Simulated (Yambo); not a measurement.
Yambo run on LaCN$_{2}$Cl (space group P2_1/m, No. 11). The wavefunctions are PBEsol (Quantum ESPRESSO, PseudoDojo norm-conserving, 110 Ry, without SOC) ones on a 2×4×2 mesh (32 occupied bands); a = 5.364 Å, b = 4.038 Å, c = 7.630 Å, α = γ = 90.00°, β = 100.34°.

Yambo input:

```
rim_cut
gw0
dyson
el_el_corr
HF_and_locXC
ppa
em1d
RandQpts= 1000000
RandGvec= 1 Ry
EXXRLvcs= 110 Ry
VXCRLvcs= 440 Ry
Chimod= "HARTREE"
% BndsRnXp
 1 | 179 |
%
NGsBlkXp= 6 Ry
% LongDrXp
 1.0 | 1.0 | 1.0 |
%
PPAPntXp= 55 eV
% GbndRnge
 1 | 179 |
%
GTermKind= "BG"
DysSolver= "n"
ExtendOut
% QPkrange
 1 | 1 | 33 | 33 |
 7 | 7 | 32 | 33 |
%
```

k points by index: 1 = Γ, 7 = (-0.5, 0, 0).

Table of the .qp output:

```
#    K-point    Band    Eo [eV]    E [eV]    E-Eo [eV]    Vxc [eV]    Vnlxc [eV]    Sc|Eo [eV]    Sc|E [eV]    dSc/dw|Eo [eV]    Re(Z)    Im(Z)
#
    1    33    3.214468    5.296952    2.082483    -13.11618    -4.993753    -5.577662    -6.039942    -6.040126    0.818349    -0.001101
    7    32    0.000000    -0.454351    -0.454351    -16.18938    -19.27437    2.522676    2.630643    -6.465167    0.808020    -0.001079
    7    33    3.424051    6.411880    2.987829    -14.74845    -4.406803    -6.621762    -7.353818    -6.666754    0.803212    -0.001199
```
(The two width columns are left out.) Convergence of these settings isn't established.

Geometry of the Materials Project entry, not relaxed at this level.
